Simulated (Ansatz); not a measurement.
## LaTe: all-electron results

```xyz
2
Lattice="0.0000 3.2110 3.2110 3.2110 0.0000 3.2110 3.2110 3.2110 0.0000" Properties=species:S:1:pos:R:3 pbc="T T T"
La    0.0000    0.0000    0.0000
Te    3.2110    3.2110    3.2110
```

Atoms are numbered in the order listed.

The conventional cell has a = 6.422 Å, b = 6.422 Å, c = 6.422 Å, α = 90.00°, β = 90.00°, γ = 90.00°. La (atom 1) is surrounded by 6 Te at 3.21 Å. Around Te (atom 2) lie 6 La at 3.21 Å.

The cell is COD entry 1537884, as deposited and not checked against the literature; nothing was relaxed.

Spin–orbit coupling is left out, though it moves levels of the heavy atoms by tenths of an eV or more.

All numbers are computed: DFT, LDA, all-electron LAPW, scalar-relativistic (Ansatz 0.2.0); DFT, LDA, PAW with Ansatz's default frozen-core files, scalar-relativistic (Ansatz 0.2.0).

For LAPW: a Γ-centred 10×10×10 k mesh, Fermi–Dirac smearing of 0.08 eV, basis error target 1 meV/atom, no spin polarisation. PAW takes a cutoff of 420 eV at this cell (files made with PBE, cores remade for this functional). The Ansatz runs share mesh, smearing and spin set-up. Values come from LAPW unless marked.

```yaml
Band_gap: "none: with an odd electron count and no spin polarisation the bands can't all be full, a metal in this set-up (spin order or a larger cell could open a gap)"
Pressure_at_this_cell: -2.14 GPa
Density_of_states_at_the_Fermi_level_0.2_eV_bin: 1.56 states/eV per cell
Volume_per_atom: 33.11 Å³
```

Problem. Predict this quantity. Löwdin charges (with 0.06 e of the cell spilling out of the atomic basis, so their sizes and signs hang on that basis).

Solution. La1 0.09, Te2 -0.03 e.

Problem. Bader charges (from the PAW run): what does the calculation give?

Solution. La1 +1.35, Te2 -1.35 e.
